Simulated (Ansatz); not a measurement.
Problem. Each is relaxed and computed with the program Ansatz at the r²SCAN level (PAW). Which is the only metal?
A) SiGe3, P-4m2 (Si on 1a, Ge on 2g, Ge on 1c)
B) CdSiN2, R-3m (Cd on 3a, Si on 3b, N on 6c)
C) SiGe, R-3m (Ge on 3a, Si on 3b)
D) Si3Ge, P-4m2 (Si on 2g, Si on 1a, Ge on 1c)

Solution. C, SiGe, R-3m (Ge on 3a, Si on 3b). SiGe: metal; SiGe3: gap 0.56 eV (indirect); Si3Ge: gap 0.56 eV (indirect); CdSiN2: gap 1.56 eV (indirect). Typed or built starts, not in the databases checked: SiGe, R-3m (Ge on 3a, Si on 3b); SiGe3, P-4m2 (Si on 1a, Ge on 2g, Ge on 1c); Si3Ge, P-4m2 (Si on 2g, Si on 1a, Ge on 1c); CdSiN2, R-3m (Cd on 3a, Si on 3b, N on 6c). All cells were relaxed under the symmetry of their starts (and spin orders); stability against distortions was not tested throughout. Scalar-relativistic: spin–orbit coupling is off unless named, which matters more the heavier the elements.

Potentials: the earlier of the program's two PAW sets.
